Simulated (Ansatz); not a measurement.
## O-17 NMR of the central transition in Sr4Al6WO16

Cell: a computed structure from the Materials Project (it need not be an observed phase).

Space group I-43m (No. 217); a = 9.5125 Å.

```csv
site,Wyckoff,site symmetry,x,y,z
Sr,8c,.3m,0.7463,0.2537,0.2537
Al,12d,-4..,0.5000,0.2500,0.0000
W,2a,-43m,0.0000,0.0000,0.0000
O12,24g,..m,0.5020,0.8419,0.1581
O23,8c,.3m,0.3923,0.3923,0.3923
```

One atom of each set is listed; the run and its k-mesh use a cell of 27 atoms with edges of 8.24, 8.24, 8.24 Å.

Computed with Ansatz: DFT, PBE, plane waves and PAW, with spin–orbit coupling, 420 eV cutoff, Γ-centred 3×3×3 k-points, Fermi–Dirac smearing 0.02 eV.

O-17 has I = 5/2 and Q = -25.58 mb (Pyykkö 2018); at 18.8 T its Larmor frequency is ν₀ = 108.6 MHz. Only the quadrupole interaction is simulated: positions count from each site's isotropic chemical shift, and J coupling is left out, as are shift anisotropy and dipolar coupling, which fast spinning averages.

The O sites: O12 (12 atoms; 2 Al at 1.74 Å, angle 150°; also 2 Sr at 2.67–2.69 Å); O23 (4 atoms; 1 W at 1.78 Å; also 1 Sr at 2.40 Å).

Fitted components of the simulated spectrum:

```
component  |C_Q| (MHz)     η
        A        0.592  0.00
        B         1.57  0.37
```

Question: Which site most likely gives which component?

Answer: By the calculation, A is O23, B is O12. An axis of threefold or higher order runs through O23, so V_zz lies along it and η is zero. At O12 V_zz runs parallel to the line that joins its two neighbours (within 1°). Like point charges on the first shell alone (each adding as 1/d³) would give the same order.

The largest force is 0.3 eV/Å, so the atoms aren't at the calculated equilibrium and relaxing them would move these values.
